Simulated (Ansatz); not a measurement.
Polymorphs of ZnSe, each relaxed with plane-wave PAW r²SCAN (Ansatz code):

A: P-6m2
a = b = 3.6910 Å, c = 3.3197 Å, α = β = 90.00°, γ = 120.00°

| atom | site | symmetry | x | y | z |
|---|---|---|---|---|---|
| Zn | 1a | -6m2 | 0.0000 | 0.0000 | 0.0000 |
| Se | 1f | -6m2 | 0.6667 | 0.3333 | 0.5000 |

B: zinc blende (F-43m)
a = b = c = 5.666 Å, α = β = γ = 90.00°

```csv
atom,site,symmetry,x,y,z
Zn,4a,-43m,0.0000,0.0000,0.0000
Se,4d,-43m,0.7500,0.7500,0.7500
```

Question: Put the candidates in order of energy per atom at 0 K, lowest first, for r²SCAN.

Answer: B (+0 meV/atom), A (+586 meV/atom)

Question: Give each one's gap.

Answer: A no gap; B 1.86 eV.

Constructed cells (a structure type filled with these elements, in neither database checked): A. Not the usual ambient phase: A. All cells were relaxed under the symmetry of their starts (and spin orders); stability against distortions was not tested throughout. Spin–orbit coupling is left out wherever it is not named.

Energies hold the estimated change up to a 700 eV cutoff; steps of a few meV lie near the error of the meshes.

Potentials: the earlier of the program's two PAW sets.
